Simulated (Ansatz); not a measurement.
WC:
```
CELL_PARAMETERS angstrom
      2.91247     0.00000     0.00000
     -1.45624     2.52228     0.00000
      0.00000     0.00000     2.83669
ATOMIC_POSITIONS crystal
  W  0.00000 0.00000 0.00000
  C  0.66667 0.33333 0.50000
```

Relaxed with r²SCAN. Special points in fractions of this cell's reciprocal vectors: Γ (0.000, 0.000, 0.000); M (0.500, 0.000, 0.000); K (0.333, 0.333, 0.000); A (0.000, 0.000, 0.500); L (0.500, 0.000, 0.500); H (0.333, 0.333, 0.500).

Question: List the band energies nearest the Fermi level at these points for r²SCAN with spin–orbit coupling (plane waves, PAW; program Ansatz).

Answer: In eV from the Fermi level; about four levels below and three above (degenerate sets whole), none deeper than 8.9 eV; points with the same levels are listed once.

```tsv
k	below	above
Γ	-3.68 -3.68 -3.38 -3.38	0.03 0.03 3.18 3.18
M	-3.71 -3.71 -0.57 -0.57	2.47 2.47 4.53 4.53
K	-5.07 -4.45 -3.68 -3.54	0.50 0.73 0.85
A	-0.87 -0.87 -0.28 -0.28	3.72 3.72 4.78 4.78
L	-4.54 -4.54 -4.43 -4.43	0.14 0.14 4.52 4.52
H	-1.99 -1.75 -0.81 -0.61	4.43 4.51 6.52
```

Space group P-6m2. Symmetry was held in the r²SCAN relaxation. The run is not spin-polarised.

Potentials: the earlier of the program's two PAW sets. The files were generated under PBE; for other functionals the program regenerates the frozen cores, and for LDA and PBEsol the local potential too.
